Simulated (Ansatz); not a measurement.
Crystals of one structure type (wurtzite) and one family of elements, relaxed and computed with DFT-PBEsol in the program Ansatz with PAW potentials; HSE06 gaps on those cells.

| crystal | gap (eV) | HSE06 gap (eV) |
|---|---|---|
| GaAs | 0.43 | 1.40 |
| BP | 0.83 | 1.65 |
| BAs | 1.02 | 1.76 |
| GaN | 1.88 | ? |
| AlN | 4.10 | 5.54 |
| BN | 4.96 | 6.51 |

### Question
Fit a straight line to E_g(HSE06) against E_g and predict the withheld value.

### Answer
Least squares on the 5 shown rows: E_g(HSE06) = 1.166 × E_g + (0.728), with a scatter of 0.11. For GaN this gives 2.92. The run itself gave 3.19, a miss of 0.27, well beyond the scatter: the line misses something about this case.

Not the usual ambient phase: GaAs, wurtzite; BP, wurtzite; BAs, wurtzite. All cells were relaxed under the symmetry of their starts (and spin orders); stability against distortions was not tested throughout. Scalar-relativistic: spin–orbit coupling is off unless named, which matters more the heavier the elements.

Potentials: the earlier of the program's two PAW sets. The files were generated under PBE; for other functionals the program regenerates the frozen cores, and for LDA and PBEsol the local potential too.
